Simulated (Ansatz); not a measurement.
A distorted cell of AlN (wurtzite):

```yaml
crystal:
  lattice:
    - [3.15767, 0.00000, 0.00000]
    - [-1.57884, 2.73462, 0.00000]
    - [0.00000, 0.00000, 5.06015]
  atoms:
    - { symbol: Al, position: [0.66667, 0.33333, 0.00324] }
    - { symbol: Al, position: [0.33333, 0.66667, 0.50324] }
    - { symbol: N, position: [0.66667, 0.33333, 0.62196] }
    - { symbol: N, position: [0.33333, 0.66667, 0.12196] }
```

Method: r2SCAN (plane waves to 500 eV, PAW, scalar-relativistic; Ansatz, a first-principles code). k mesh 13×13×7 (Γ-centred), Fermi-Dirac smearing 0.05 eV. E stands for the smeared free energy. Stress and pressure are positive under compression. AlN was relaxed with its symmetry unable to fall.

What is the stress tensor (GPa)?


```
   -9.6      0.0      0.0
    0.0     -9.6      0.0
    0.0      0.0     -8.8
```
The pressure, a third of the trace, is -9.4 GPa.

It is the relaxed cell scaled evenly to V/V₀ = 1.050, atoms relaxed where free. What is its energy relative to the relaxed cell?

15.8 meV/atom.

(Under strain, the slope of the energy per volume gives the stress and its curvature an elastic modulus.)
